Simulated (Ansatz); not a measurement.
Input file for Ansatz (a program for electronic structure):

Ansatz 0.2 input:
```yaml
crystal:
  lattice:
    - [0.0, 2.1778731895, 2.1778731895]
    - [2.1778731895, 0.0, 2.1778731895]
    - [2.1778731895, 2.1778731895, 0.0]
  atoms:
    - { symbol: N, position: [0.0, 0.0, 0.0] }
    - { symbol: Nb, position: [0.5, 0.5, 0.5] }
kpoints:
  mp_grid: { grid: [16, 16, 16] }
hamiltonian:
  xc: lda
  pseudopotentials: { kind: paw }
scf:
  occupations: { method: fermi_dirac, width: 0.1 }
phonons:
  method: dfpt
  response_accuracy: low
  eigenvectors: true
  rigid_motions: translations
```

Output (shortened):

```
Pseudopotential: N, paw, valence charge 5
Pseudopotential: Nb, paw, valence charge 13
Functional definition: SPW92
Crystal: 2 atoms, lattice volume = 20.660 Å³
Basis set: ecut = 420 eV, 411 PW (Γ), exchange–correlation on 48×48×48 points (8 copies of the dense FFT grid, shifted against one another)
Bands: 13, of which v1, the nominal top of the filled ones, is band 9 counted from 1 (8 counted from 0)
Symmetry: 48 space group operations
k-points: 349 of 4096 (irreducible under 8 space group operations, time reversal used)
SCF iter   1: F=—  HF=-4818.931449 eV  |F-HF|=—  |Δ(HF+E_count)|=         —  Δρ=9.09e-3  dr2=1.29e-2  ethr=1.77e-3  ⟨swp⟩=5.1  Hψ=53976  notcnv=0  defer=13
automatic band count: the SCF goes on with 17 bands, as 13 were too few: the levels above may hold too much charge
preconditioner: auto → none
SCF iter   2: F=—  HF=-4818.929917 eV  |F-HF|=—  |Δ(HF+E_count)|=   1.53e-3  Δρ=6.02e-3  dr2=6.79e-3  ethr=7.16e-5  ⟨swp⟩=1.0  Hψ=8727  notcnv=0  defer=11
SCF iter   3: F=—  HF=-4818.928430 eV  |F-HF|=—  |Δ(HF+E_count)|=   1.49e-3  Δρ=9.16e-4  dr2=6.45e-5  ethr=3.77e-5  ⟨swp⟩=1.2  Hψ=5672  notcnv=0  defer=11
SCF iter   4: F=—  HF=-4818.928406 eV  |F-HF|=—  |Δ(HF+E_count)|=   2.45e-5  Δρ=2.32e-4  dr2=1.11e-5  ethr=3.58e-7  ⟨swp⟩=2.0  Hψ=8674  notcnv=0  defer=11
SCF iter   5: F=—  HF=-4818.928402 eV  |F-HF|=—  |Δ(HF+E_count)|=   3.83e-6  Δρ=3.80e-5  dr2=1.82e-7  ethr=6.16e-8  ⟨swp⟩=2.1  Hψ=8029  notcnv=0  defer=11
SCF iter   6: F=—  HF=-4818.928401 eV  |F-HF|=—  |Δ(HF+E_count)|=   6.18e-7  Δρ=2.75e-6  dr2=2.15e-10  ethr=1.01e-9  ⟨swp⟩=2.2  Hψ=8366  notcnv=0  defer=11
SCF iter   7: F=-4818.928401 eV  HF=-4818.928401 eV  |F-HF|=9.09e-13  |Δ(HF+E_count)|=  3.27e-10  Δρ=2.85e-7  dr2=6.49e-12  ethr=1.00e-12  ⟨swp⟩=8.4  Hψ=25430  notcnv=0
SCF 1 converged in 7 iterations: F = -4818.928401 eV  dr2 = 6.49e-12
DFPT response loops at Γ: preconditioner auto → Kerker (q_TF=auto, 2.666 Å⁻¹) (partly filled bands, converged f_vac=0.000) …
SCF converged after 7 iterations
Free energy (F): -4818.928401 eV
Harris-Foulkes:  -4818.928401 eV  (|F-HF|=9.09e-13)
Internal energy: -4818.896427 eV  (E = F + TS)
E sigma→0 (E₀):  -4818.912414 eV
Entropy (-TS):   -0.031974 eV (-15.987 meV/atom)
Fermi energy:    20.886478 eV
--- Per-component energies (eV) ---
  E_band       = -4.350155
  E_kinetic    = 530.741050
  E_local      = -710.181364  (includes V_loc(G=0)·N_el)
  E_nonlocal   = 169.781315
  E_hartree    = 213.645268
  E_xc         = -236.169884
  E_vxc        = -291.624347  (∫ρ·V_xc dr)
  E_paw        = -3082.816722  (= ΣΔE_a)
  E_vpaw       = -130.357395  (= ΣTr[D̂ρ^β])
  E_aug_tail   = 0.000105  (compensation charges beyond the density's cutoff)
  E_ewald      = -1704.401933
  E_core_change = 0.505738  (= ΣΔE_core)
  E_smearing   = -0.031974  (= −TS)
  E_closure    = 0.000000  (closes the sum)
  Σ components = -4818.928401   (vs F -4818.928401, Δ=0.00e0)
  [band-id]    e_kinetic+e_local+e_nonlocal+2·e_hartree+e_vxc+e_vpaw+e_augmentation_tail = -4.350101   (vs E_band -4.350155, Δ=5.33e-5)
--- Band table (eV; the first three rows and the last of 349) ---
  k-point 0: bands = ["-35.3186", "-11.0085", "-11.0085", "-11.0085", "3.3053", "17.4796", "17.4796", "17.4796", "18.7956", "18.7956", "18.7956", "20.7156", "20.7156", "24.4436", "30.2445", "44.1083", "44.1083"]
  k-point 1: bands = ["-35.3128", "-11.0576", "-11.0124", "-11.0124", "3.3979", "16.9928", "17.0963", "17.0963", "18.9515", "18.9515", "19.0701", "21.1402", "21.1402", "24.6715", "30.5143", "43.1148", "43.5787"]
  k-point 2: bands = ["-35.2961", "-11.1951", "-11.0234", "-11.0234", "3.6633", "16.0437", "16.3498", "16.3498", "19.2915", "19.2915", "19.4815", "22.1254", "22.1254", "25.2684", "31.2555", "41.3902", "42.2012"]
  k-point 348: bands = ["-35.1119", "-11.6875", "-11.6875", "-11.4321", "4.7068", "14.0327", "14.7922", "14.7922", "20.7756", "20.7756", "23.8544", "24.5957", "25.6242", "32.8634", "32.9891", "32.9891", "37.2772"]
--- Phonons (Γ-DFPT): 2 representative perturbations + reference, on 349 of 4096 k-points (Σ response iterations 6) ---
  ASR residual: 9.048e-4 → 0.000e0 eV/Å²; symmetrization residual: 1.343e-5 eV/Å²
  ASR residual per site (eV/Å²): 5.30e-5 9.05e-4
  Γ frequencies (cm⁻¹): 0.00 0.00 0.00 421.66 421.66 421.66
  non-analytic LO–TO correction: not included (Born effective charges unavailable; polar crystals: no LO–TO splitting at Γ)
```

Cost: about 29 core-seconds (a rough figure) on shared cores.

Space group Fm-3m (rock salt). Symmetry was held in the LDA relaxation; of distortions, only those at the zone centre were tested. No spin polarisation was allowed. As this level gives no gap, phonon frequencies hold no LO–TO term and depend on the k-mesh and smearing (Fermi–Dirac, 0.1 eV here). Spin–orbit coupling is left out wherever it is not named.

Potentials: the later of the program's two PAW sets.

Ansatz is a plane-wave DFT program.
